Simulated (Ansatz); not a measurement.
Li2CuO2 in space group Immm (No. 71; Li on 4j, Cu on 2d, O on 4i), plane-wave PAW PBEsol (Ansatz code), all energies at zero smearing, with the estimated change up to a 700 eV cutoff added, with one set of potentials and settings (totals compare only within such a set). Cell of 5 atoms (2 Li, 1 Cu, 2 O): -8118.269 eV.

```
element                            reference phase  E (eV/atom)
-------  -----------------------------------------  -----------
Li                      Fm-3m, 1 atoms in the cell    -203.0014
Cu                      Fm-3m, 1 atoms in the cell   -6588.7768
O        C2/m, 4 atoms in the cell, spin-polarised    -558.3554
```

Formation energy per atom, worked out: (-8118.269 − 2×(-203.0014) − 1×(-6588.7768) − 2×(-558.3554))/5 = -1.356 eV/atom (-131 kJ per mol of atoms), at 0 K, without zero-point energy or fitted corrections.

The workflow started from an entry of the Crystallography Open Database (COD). Its standing as an ambient phase is unchecked. The PBEsol relaxation kept the symmetry of its start; whether a distortion lowers the energy is not shown. The run is not spin-polarised. No Hubbard U is applied. The references are the lowest solids computed at this level, not always the standard phases (solids in place of the gases).

Potentials: the later of the program's two PAW sets.
